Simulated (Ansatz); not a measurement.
**One compound in many structure types**

Candidates compared on computed values. Relaxing one composition in several structure types shows which are competitive, which pressure would favour, and how volume and gap change with structure.

The yardstick is RhGe, NiAs type. The reference is the lowest phase computed, which need not be the stable form in nature.

### Data

Computed with Ansatz, a plane-wave PAW program. energy: PBE, total energy at 0 K with the change to a 700 eV cutoff added (comparable within one formula alone); volume per atom: PBE, relaxed cell; gap: PBE; bulk modulus: PBE, equation-of-state fit.

Model: ΔE = E − E_ref; ΔV = V − V_ref; temperature scale ΔE/k_B = 11.605 K/meV × ΔE.

| crystal | E (eV/atom) | V (Å³/atom) | gap (eV) | B₀ (GPa) | ΔE (meV/atom) | ΔV (Å³/atom) | ΔE/k_B (K) |
|---|---|---|---|---|---|---|---|
| RhGe, CoSn type, P6/mmm | −5349.305 | 16.93 | 0.00 | 155 | 100 | 0.74 | 1200 |
| RhGe, NbAs type, I4₁md | −5349.356 | 15.32 | 0.00 | 154 | 49.0 | −0.87 | 570 |
| RhGe, CrB type, Cmcm | −5349.288 | 15.10 | 0.00 | 152 | 117.0 | −1.09 | 1400 |
| RhGe, NiAs type, reference | −5349.405 | 16.19 | 0.00 | 158 | 0.0 | 0.00 | 0 |
| RhGe, rock salt | −5349.063 | 16.21 | 0.00 | 148 | 342.0 | 0.02 | 4000 |

Model phases, started by placing the elements on a structure type or from a typed cell, with no claim that they are known: RhGe, CoSn type, P6/mmm; RhGe, NbAs type, I4₁md; RhGe, CrB type, Cmcm; RhGe, NiAs type; RhGe, rock salt. No gap (0.00) means none at this level, which can close a small real gap. Spin–orbit coupling is left out unless named.

### Worked example

Arithmetic for RhGe, CoSn type, P6/mmm:

ΔE = 1000 × (−5349.305 − (−5349.405)) = 100 meV/atom; ΔV = 16.93 − 16.19 = 0.74 Å³/atom; ΔE/k_B: 11.605 × 100 = 1200 K.

### Result

By ΔE (lowest first): RhGe, NiAs type (0.0 ± 5.0), RhGe, NbAs type, I4₁md (49.0 ± 5.0), RhGe, CoSn type, P6/mmm (100 ± 5.0), RhGe, CrB type, Cmcm (117.0 ± 5.0), RhGe, rock salt (342.0 ± 5.0). The ± follows from allowances picked for this note (energy 0.004 eV/atom, 3 meV/atom on the figure itself), carried to first order and added in quadrature, each row's own inputs moving alone; ≈ joins neighbours closer than their two ± added in quadrature.

Denser than the reference, so favoured by pressure; with fixed volumes the enthalpies cross at P ≈ 0.1602 ΔE/|ΔV|: RhGe, NbAs type, I4₁md 0.1602 × 49.0/0.87 = 9.0 GPa, RhGe, CrB type, Cmcm 0.1602 × 117.0/1.09 = 17 GPa. Each is against the reference alone, so another phase may come first, and differences in compressibility move them.

### Caveats

Vibrational free energy is left out, and phases that were not computed could lie lower. Rows are a sample of the computed phases of this formula. Limits of the draw: a spread of over 30 meV/atom, none over 0.9 eV/atom above the reference, within 8 meV/atom of the lowest or within 3 meV/atom of a neighbour. As a rule kept out of such tables: 4f compounds, open-shell compounds run without a Hubbard term, cells found unstable in the tests at hand, cells close to a higher symmetry, and runs set to a pressure or over 12 % in volume from the crystal's fullest run.
